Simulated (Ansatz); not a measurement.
Structure relaxation, Hf

The start is a generated cell, Hf built in the AFLOW prototype A_hR3_166_ac (C19, as in Sm). A full variable-cell relaxation at zero pressure is run with PBE (plane waves to 420 eV, PAW, scalar-relativistic; Ansatz, a first-principles code). First-step values are on the input's coarse k-mesh.

Ansatz input (later rounds restart from its end on a renewed k-mesh):
Ansatz 0.2 input:
```yaml
crystal:
  lattice:
    - [1.5902684, 0.9181419, 7.6868214]
    - [-1.5902684, 0.9181419, 7.6868214]
    - [0, -1.8362838, 7.6868214]
  atoms:
    - { symbol: Hf, position: [0, 0, 0] }
    - { symbol: Hf, position: [0.22222, 0.22222, 0.22222] }
    - { symbol: Hf, position: [0.77778, 0.77778, 0.77778] }
basis: { ecutwfc: 420, ecutrho_ratio: 4, xc_grid: 2, fft_grid_basis: typed }
kpoints: { mp_grid: { grid: [12, 12, 12] } }
hamiltonian:
  xc: pbe
  dispersion: none
  pseudopotentials: { azcp: { folder: ./paw }, kind: paw }
scf: { occupations: { method: fermi_dirac, width: 0.05 } }
relax: { f_tol: 0.01, max_steps: 100, cell: { stress_tol: 0.02 } }
output: { forces: true, stress: true }
```

Question: Which atoms feel the largest initial force, and how large is it?

Answer: 0.08 eV/Å, on Hf2, Hf3 (atoms numbered as listed).

Question: By how much does the energy per atom fall from start to end?

Answer: Under 0.01 eV/atom.

Question: How do the shortest distances between atoms change?

Answer: The closest pairs of elements (up to four, under 3.6 Å), start → end: Hf–Hf 3.15 → 3.14 Å.

Question: What band gap does the relaxed structure have at this level?

Answer: Zero (metallic).

Question: What does it relax into? Give the structure.

Answer: 
Space group R-3m, hexagonal axes (No. 166); a = 3.1970 Å, b = 3.1970 Å, c = 22.9781 Å, α = 90.00°, β = 90.00°, γ = 120.00°

| atom | site | symmetry | x | y | z |
|---|---|---|---|---|---|
| Hf | 3a | -3m | 0.0000 | 0.0000 | 0.0000 |
| Hf | 6c | 3m | 0.0000 | 0.0000 | 0.2226 |
(The calculation used a cell of 3 atoms; values per cell refer to that cell.)

The space group stays R-3m (No. 166) (the run could not lower it); the end is AFLOW prototype A_hR3_166_ac (C19, as in Sm), with 3 atoms in the primitive cell. Final values are on a 17×17×17 k-mesh of the relaxed cell. No spin polarisation in the result.

The run could not lose the symmetry of its start; a randomly shaken copy of 6 atoms returns to this structure.

The relaxed structure here is a generated cell of Hf: the first start was made by placing the elements on the sites of a structure type, and the end was not matched to a known phase here, so it may be hypothetical. Known forms of Hf include space group No. 194.
